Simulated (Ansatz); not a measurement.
One crystal and one scan (scan of one atom of the cell) at two levels, PBE (plane waves to 420 eV, PAW, scalar-relativistic; Ansatz, a first-principles code) and r2SCAN (plane waves to 500 eV, PAW, scalar-relativistic; Ansatz), each from its own relaxed cell and on its own mesh.

The crystal is GaN (wurtzite); one N atom of a 4-atom cell moves by s along Cartesian [110], with its periodic images.

E stands for the smeared free energy. GaN was relaxed with its symmetry unable to fall.

| quantity | run 1 | run 2 |
|---|---|---|
| Lattice constant a (Å) | 3.218 | 3.183 |
| Lattice constant c (Å) | 5.243 | 5.184 |
| Relaxed volume (Å³/atom) | 11.76 | 11.37 |
| Band gap of the relaxed cell, no spin-orbit coupling (eV) | 1.71 | 2.35 |
| Force constant k = d²E/ds² at s = 0 (finite differences) (eV/Å²) | 12.39 | 13.88 |

### Question
Which run is which level?

### Answer
Run 1 is PBE, run 2 is r2SCAN. PBE gives the higher value for: lattice constant a; lattice constant c; relaxed volume. PBE gives the lower value for: band gap of the relaxed cell, no spin-orbit coupling; force constant k = d²E/ds² at s = 0. Both give the same shape of the curve: a single well with its minimum at or next to zero displacement.

(For displaced atoms, the force is minus the slope of the energy, and its curvature is a force constant, which sets phonon frequencies.)
